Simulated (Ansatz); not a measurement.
BeS:
```
BeS
1.0
    0.00000     2.42623     2.42623
    2.42623     0.00000     2.42623
    2.42623     2.42623     0.00000
Be S
1 1
Direct
  0.00000   0.00000   0.00000
  0.25000   0.25000   0.25000
```

Relaxed with HSE06.

**Question.** Give the Bader charges and basin volumes of the independent atoms, the program Ansatz at the HSE06 level (PAW).

**Answer.** 

```json
[
 {"atom": "Be1", "Bader charge (e)": "+1.65", "Bader volume (Å³)": "2.0"},
 {"atom": "S2", "Bader charge (e)": "-1.65", "Bader volume (Å³)": "26.5"}
]
```

Space group F-43m (zinc blende). The cell was relaxed with HSE06 under the symmetry of its start.

Potentials: the earlier of the program's two PAW sets. The files were generated under PBE; for other functionals the program regenerates the frozen cores, and for LDA and PBEsol the local potential too.
